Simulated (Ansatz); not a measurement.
Structure: an ordered 8-atom cell of B4As3N on the zincblende lattice (Cm), at its r2SCAN minimum. Space group Cm (No. 8), monoclinic; a = 10.526 Å, b = 3.223 Å, c = 5.556 Å, β = 100.0° in the conventional setting, 11.60 Å³ an atom. Around N lie 4 B at 1.59–1.87 Å; around As lie 4 B at 2.03–2.18 Å; around As lie 4 B at 1.98–2.09 Å; around As lie 4 B at 1.99–2.05 Å; around B lie 2 N at 1.87 Å and 2 As at 2.05–2.18 Å; around B lie 1 N at 1.62 Å and 3 As at 2.08–2.09 Å; around B lie 1 N at 1.59 Å and 3 As at 2.03–2.04 Å; around B lie 4 As at 1.98–2.03 Å.

```
N As B
1.0
     5.26315   -1.61130   -0.00166
     5.26315    1.61130   -0.00166
    -0.95865    0.00000    5.47290
N As B
1 3 4
Cartesian
  0.0146 0.0000 0.0609
  4.8189 0.0000 2.7049
  7.6109 0.0000 1.2849
  1.9160 0.0000 4.1987
  3.9065 0.0000 4.6813
  9.6990 0.0000 1.4378
  1.5851 0.0000 0.3111
  6.8071 0.0000 3.0948
```

The questions ask for values computed with the plane-wave code Ansatz on this geometry. These are computed values for a non-magnetic cell that may be hypothetical; none is a measurement.

Problem. Is there a gap with PBE, and of what kind?

Solution. The PBE gap is indirect, 0.04 eV (Γ to Y₂), below the direct gap of 0.45 eV at Γ. (This is within a few times the smearing of 0.02 eV, so the filling near the edges can be smeared.)

Problem. How does the gap change from PBE to PBE+SOC (8×8×6)?

Solution. PBE+SOC gives an indirect gap of 0.03 eV, from Γ to Y₂; the least direct gap is 0.44 eV at Γ. (With 0.02 eV of smearing so small a gap leaves both edges partly filled, and it could close between the points sampled.) The gap differs by -0.01 eV from PBE's.

Problem. How does the gap change from PBE to r2SCAN (8×8×6)?

Solution. With r2SCAN the valence top lies at Γ and the conduction bottom at Y₂, 0.18 eV higher; the smallest vertical gap, at Γ, is 0.60 eV. The gap differs by +0.14 eV from PBE's.

Problem. What does HSE06 give for the gap (6×6×4 mesh)?

Solution. HSE06 gives an indirect gap of 0.73 eV, from Γ to Y₂; the least direct gap is 1.23 eV at Γ. The gap differs by +0.69 eV from PBE's.

Problem. What do these levels agree on?

Solution. Among these functionals the gap stays indirect.

Only the levels marked +SOC include spin-orbit coupling.

The meshes of the hybrids are coarse, so their gaps aren't converged to the digits shown.
